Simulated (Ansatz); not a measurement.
InAs (wurtzite, P6_3mc) at seven volumes, DFT-r²SCAN in the program Ansatz with PAW potentials, shape and atoms relaxed at each. One row is withheld.

| V (Å³/atom) | P (GPa) |
|---|---|
| 25.928 | 6.75 |
| 26.782 | ? |
| 27.637 | 1.88 |
| 28.492 | 0.00 |
| 29.347 | -1.53 |
| 30.201 | -2.87 |
| 31.056 | -4.00 |

Q: Fit the shown pressures and predict the withheld one.

A: P = (3/2)B₀(x^(7/2) − x^(5/2))[1 + (3/4)(B′ − 4)(x − 1)] with x = (V₀/V)^(2/3). Least squares on the six rows gives V₀ = 28.501 Å³/atom, B₀ = 56.9 GPa, B′ = 4.75. At V = 26.782, x = 1.0423 and P = 4.10 GPa. The run itself gave 4.11 GPa.

The first step of the workflow began from a Materials Project structure, measured or hypothetical; the Crystallography Open Database copy checked does not list it. It is not the phase usual at ambient conditions (space group No. 216). The cell was relaxed with r²SCAN under the symmetry of its start; whether a distortion lowers the energy is not shown.

Potentials: the later of the program's two PAW sets.
